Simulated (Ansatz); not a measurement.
V$_{3}$Au (Cu3Au type, space group No. 221) at seven volumes, plane-wave PAW PBEsol (Ansatz code), scaled uniformly. One row is withheld.

```
V (Å³/atom)  P (GPa)
-----------  -------
12.692         24.00
13.110         14.67
13.529             ?
13.947          0.00
14.366         -5.73
14.784        -10.58
15.202        -14.69
```

### Question
Fit the shown pressures and predict the withheld one.

### Answer
P = (3/2)B₀(x^(7/2) − x^(5/2))[1 + (3/4)(B′ − 4)(x − 1)] with x = (V₀/V)^(2/3). Least squares on the six rows gives V₀ = 13.947 Å³/atom, B₀ = 206 GPa, B′ = 4.44. At V = 13.529, x = 1.0205 and P = 6.71 GPa. The run itself gave 6.74 GPa.

Space group Pm-3m (Cu3Au type). The workflow started from an entry of the Crystallography Open Database (COD). Its standing as an ambient phase is unchecked. The PBEsol relaxation kept the symmetry of its start; of distortions, only those at the zone centre were tested. The workflow began spin-polarised and lost its moments. Spin–orbit coupling is left out wherever it is not named.

Potentials: the later of the program's two PAW sets.
